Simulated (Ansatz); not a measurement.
**Magnetovolume behaviour of GdZr (P-6m2)**

The reference geometry is a structure from the Materials Project; nothing is relaxed.

Functional, mesh and filling: PBEsol, 11×11×6 k mesh, Fermi–Dirac smearing of 0.05 eV. PAW means Ansatz 0.2.0 on its default frozen-core files; LAPW is all-electron LAPW in Ansatz 0.2.0. Site moments are integrated in spheres about the atoms, whose radii differ between the methods.

Input of the first run:

```yaml
crystal:
  lattice:
    - [3.3939075271, 0.0, 0.0]
    - [-1.6969537635, 2.9392101365, 0.0]
    - [0.0, 0.0, 5.446174]
  atoms:
    - { symbol: Gd, position: [0.6666666667, 0.3333333333, 0.5], spin: 7.0 }
    - { symbol: Zr, position: [0.3333333333, 0.6666666667, 0.0] }
magnetization:
  spin_polarized: true
kpoints:
  mp_grid: { grid: [11, 11, 6] }
scf:
  occupations: { method: fermi_dirac, width: 0.05 }
hamiltonian:
  xc: pbesol
  pseudopotentials: { kind: paw }
output:
  forces: true
  stress: true
  eigenvalues: true
  populations: true
```

Command: `ansatz run input.yaml --threads 1 --pin off --max-ram 3072MiB --backend cpu --events-out ev --progress --plain --runs-dir out`

The input for «volume scaled by 1.06» by LAPW differs from it in these lines, output keys apart:

```diff
-    - [3.3939075271, 0.0, 0.0]
-    - [-1.6969537635, 2.9392101365, 0.0]
-    - [0.0, 0.0, 5.446174]
+    - [3.4604716327, 0.0, 0.0]
+    - [-1.7302358164, 2.996856343, 0.0]
+    - [0.0, 0.0, 5.5529888435]
-  pseudopotentials: { kind: paw }
+  pseudopotentials: { kind: all_electron, lapw: { basis_error: 0.001 } }
```

The cell shown is scaled evenly to other volumes, and every spin-polarised run starts from the same moments.

The search for lower states is left at its default.

Over V/V₀ from 0.7 to 1.2, do the moments collapse, and if so where?

The moments survive down to the smallest volume, V/V₀ = 0.7 at 30 GPa, where the largest is 6.97 μB.
```json
{"V/V₀": "0.7", "Å³/atom": "19.01", "M PAW (μB/cell)": "7.06", "M LAPW (μB/cell)": "–", "largest site moment, PAW (μB)": "6.97", "P PAW (GPa)": "30.2", "P LAPW (GPa)": "–", "F − F(unpolarised), PAW (meV/atom)": "-3154"}
{"V/V₀": "0.76", "Å³/atom": "20.64", "M PAW (μB/cell)": "7.16", "M LAPW (μB/cell)": "7.16", "largest site moment, PAW (μB)": "7.04", "P PAW (GPa)": "19.3", "P LAPW (GPa)": "19.3", "F − F(unpolarised), PAW (meV/atom)": "-3278"}
{"V/V₀": "0.82", "Å³/atom": "22.27", "M PAW (μB/cell)": "7.26", "M LAPW (μB/cell)": "7.26", "largest site moment, PAW (μB)": "7.11", "P PAW (GPa)": "11.2", "P LAPW (GPa)": "11.2", "F − F(unpolarised), PAW (meV/atom)": "-3374"}
{"V/V₀": "0.88", "Å³/atom": "23.90", "M PAW (μB/cell)": "7.34", "M LAPW (μB/cell)": "7.34", "largest site moment, PAW (μB)": "7.15", "P PAW (GPa)": "5.1", "P LAPW (GPa)": "5.1", "F − F(unpolarised), PAW (meV/atom)": "-3450"}
{"V/V₀": "0.94", "Å³/atom": "25.53", "M PAW (μB/cell)": "7.37", "M LAPW (μB/cell)": "–", "largest site moment, PAW (μB)": "7.18", "P PAW (GPa)": "0.4", "P LAPW (GPa)": "–", "F − F(unpolarised), PAW (meV/atom)": "-3508"}
{"V/V₀": "1", "Å³/atom": "27.16", "M PAW (μB/cell)": "7.37", "M LAPW (μB/cell)": "7.37", "largest site moment, PAW (μB)": "7.19", "P PAW (GPa)": "-3.2", "P LAPW (GPa)": "-3.2", "F − F(unpolarised), PAW (meV/atom)": "-3553"}
{"V/V₀": "1.06", "Å³/atom": "28.79", "M PAW (μB/cell)": "7.37", "M LAPW (μB/cell)": "7.37", "largest site moment, PAW (μB)": "7.20", "P PAW (GPa)": "-5.9", "P LAPW (GPa)": "-5.9", "F − F(unpolarised), PAW (meV/atom)": "-3586"}
{"V/V₀": "1.12", "Å³/atom": "30.42", "M PAW (μB/cell)": "7.36", "M LAPW (μB/cell)": "–", "largest site moment, PAW (μB)": "7.20", "P PAW (GPa)": "-8.0", "P LAPW (GPa)": "–", "F − F(unpolarised), PAW (meV/atom)": "-3610"}
{"V/V₀": "1.2", "Å³/atom": "32.60", "M PAW (μB/cell)": "7.32", "M LAPW (μB/cell)": "7.32", "largest site moment, PAW (μB)": "7.20", "P PAW (GPa)": "-10.0", "P LAPW (GPa)": "-10.0", "F − F(unpolarised), PAW (meV/atom)": "-3631"}
```

How fast does the largest site moment change with volume about V₀?

d ln m/d ln V ≈ ln(7.199/7.175)/ln(1.06/0.94) = 0.03. A value this small marks a localised or saturated moment.

Fit a third-order Birch–Murnaghan equation to the PAW pressures of the magnetic runs between 0.85 and 1.11 V₀. What are the zero-pressure volume and bulk modulus?

V = 25.69 Å³/atom (0.946 V₀), B = 63 GPa, B′ = 3.3, with a worst miss of 0.00 GPa. Cell shape and inner coordinates are held, so these aren't the relaxed crystal's values unless symmetry fixes them.

The PAW files were made with PBE; the program remakes their cores once for the run's functional and then keeps them frozen. Without U a semilocal functional puts the f levels too near the Fermi level, which can change moments and the order of magnetic states; site and cell moments are spin moments.  Spin–orbit coupling is left out although heavy atoms are present. In at least one run the program's final test of stability wasn't made or came to no verdict. With open f shells a run can end in a state that isn't the lowest. These are results for the start and cell typed. The real compound can order otherwise, in a larger cell, or not at all, since semilocal functionals at zero temperature often overstate magnetism.
